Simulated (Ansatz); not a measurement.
Relaxed-ion elastic tensor of Ag in space group Fd-3m (No. 227; Ag on 8a, Ag on 16d) in GPa (Voigt order), DFT-PBEsol in the program Ansatz with PAW potentials; density 10.02 g/cm³, 17.87 Å³ per atom.

```csv
,1,2,3,4,5,6
1,129,88.7,88.7,0.0,0.0,0.0
2,88.7,129,88.7,0.0,0.0,0.0
3,88.7,88.7,129,0.0,0.0,0.0
4,0.0,0.0,0.0,38.4,0.0,0.0
5,0.0,0.0,0.0,0.0,38.4,0.0
6,0.0,0.0,0.0,0.0,0.0,38.4
```

Task: Is the crystal mechanically stable?

Result: Yes: the smallest eigenvalue of C is 38.4 GPa.

Task: Work out the Voigt, Reuss and Hill averages.

Result: K_V = 102, K_R = 102, K_H = 102; G_V = 31.1, G_R = 28.2, G_H = 29.7 GPa.

Task: Give Young's modulus, Poisson's ratio, Pugh's ratio and the universal anisotropy index.

Result: E = 9KG/(3K + G) = 81.1 GPa; ν = 0.37; K/G = 3.44 (ductile by the Pugh limit of 1.75); A_U = 5G_V/G_R + K_V/K_R − 6 = 0.52.

Task: Estimate the sound speeds and the Debye temperature.

Result: v_l = √((K + 4G/3)/ρ) = 3760 m/s, v_t = √(G/ρ) = 1720 m/s, mean 1940 m/s; Θ = (h/k)(3n/4πV)^(1/3) v_m = 221 K.

Task: Give the Zener ratio and Young's modulus along [100], [110] and [111].

Result: A = 2C44/(C11 − C12) = 1.91; 1/E = S11 − 2(S11 − S12 − S44/2)Γ with Γ = 0, 1/4, 1/3 gives 56.7, 85.3, 102 GPa.

The start of the workflow was typed in or built on a structure type; neither database checked (COD, Materials Project) lists it. It is not the phase usual at ambient conditions (space group No. 225). The PBEsol relaxation kept the symmetry of its start. At this level the phase is dynamically unstable (imaginary phonons). The run is not spin-polarised. As this level gives no gap, shear constants depend on the k-mesh and smearing (Fermi–Dirac, 0.1 eV here).

Potentials: the later of the program's two PAW sets.
